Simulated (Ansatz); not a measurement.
LaBPd3 (cubic perovskite, Pm-3m), a = b = c = 4.348 Å, α = β = γ = 90.00°.

Relaxed with PBEsol.

Q: Which orbitals make up the states near the Fermi level in the program Ansatz at the PBEsol level (PAW)?

A: Within 0.5 eV of the Fermi level: Pd 4d 35 %, B 2p 32 %, La 5d 18 %, outside the projected shells 10 %. Projections are on Löwdin-orthogonalised atomic valence shells; empty p or d shells of many metals are not among them.

Q: Tabulate the density of states.

A: States/eV per cell of 5 atoms, in 0.25 eV bins, energy from the Fermi level.

| E (eV) | total | Pd 4d | La 4f | La 5d |
|---|---|---|---|---|
| -7.85 | 0.34 | 0.09 | 0.00 | 0.03 |
| -7.60 | 0.19 | 0.05 | 0.00 | 0.02 |
| -7.35 | 0.09 | 0.02 | 0.00 | 0.01 |
| -7.10 | 0.03 | 0.01 | 0.00 | 0.00 |
| -6.85 | 0.00 | 0.00 | 0.00 | 0.00 |
| -6.60 | 0.38 | 0.22 | 0.00 | 0.03 |
| -6.35 | 1.01 | 0.59 | 0.00 | 0.07 |
| -6.10 | 1.80 | 1.04 | 0.00 | 0.09 |
| -5.85 | 2.74 | 1.55 | 0.01 | 0.10 |
| -5.60 | 2.86 | 1.58 | 0.01 | 0.11 |
| -5.35 | 2.94 | 1.75 | 0.01 | 0.12 |
| -5.10 | 6.36 | 4.60 | 0.04 | 0.30 |
| -4.85 | 6.84 | 5.40 | 0.03 | 0.42 |
| -4.60 | 3.16 | 2.35 | 0.01 | 0.31 |
| -4.35 | 5.77 | 4.55 | 0.02 | 0.53 |
| -4.10 | 11.36 | 9.26 | 0.05 | 0.95 |
| -3.85 | 8.16 | 7.02 | 0.05 | 0.61 |
| -3.60 | 12.27 | 10.91 | 0.07 | 0.64 |
| -3.35 | 12.08 | 10.61 | 0.06 | 0.66 |
| -3.10 | 11.54 | 10.47 | 0.09 | 0.48 |
| -2.85 | 15.22 | 14.12 | 0.22 | 0.37 |
| -2.60 | 5.01 | 4.42 | 0.03 | 0.16 |
| -2.35 | 4.98 | 3.95 | 0.03 | 0.33 |
| -2.10 | 6.00 | 4.74 | 0.03 | 0.35 |
| -1.85 | 5.22 | 4.34 | 0.02 | 0.21 |
| -1.60 | 0.85 | 0.23 | 0.01 | 0.14 |
| -1.35 | 0.42 | 0.10 | 0.00 | 0.08 |
| -1.10 | 0.34 | 0.08 | 0.00 | 0.05 |
| -0.85 | 0.39 | 0.11 | 0.01 | 0.04 |
| -0.60 | 0.68 | 0.24 | 0.01 | 0.07 |
| -0.35 | 3.22 | 1.26 | 0.08 | 0.36 |
| -0.10 | 4.84 | 1.77 | 0.11 | 0.77 |
| 0.15 | 3.52 | 1.20 | 0.07 | 0.85 |
| 0.40 | 2.34 | 0.70 | 0.05 | 0.58 |
| 0.65 | 1.76 | 0.45 | 0.06 | 0.57 |
| 0.90 | 1.50 | 0.30 | 0.06 | 0.61 |
| 1.15 | 2.38 | 0.42 | 0.13 | 1.19 |
| 1.40 | 3.28 | 0.48 | 0.31 | 1.93 |
| 1.65 | 3.71 | 0.40 | 0.81 | 1.84 |
| 1.90 | 8.81 | 0.53 | 4.45 | 2.86 |
| 2.15 | 21.80 | 0.55 | 19.01 | 1.39 |

The workflow started from an entry of the Crystallography Open Database (COD). Whether it is the stable phase at ambient conditions was not checked. Symmetry was held in the PBEsol relaxation. At this level the phase is dynamically unstable (imaginary phonons). No spin polarisation was allowed. Spin–orbit coupling is left out wherever it is not named.

Potentials: the later of the program's two PAW sets.
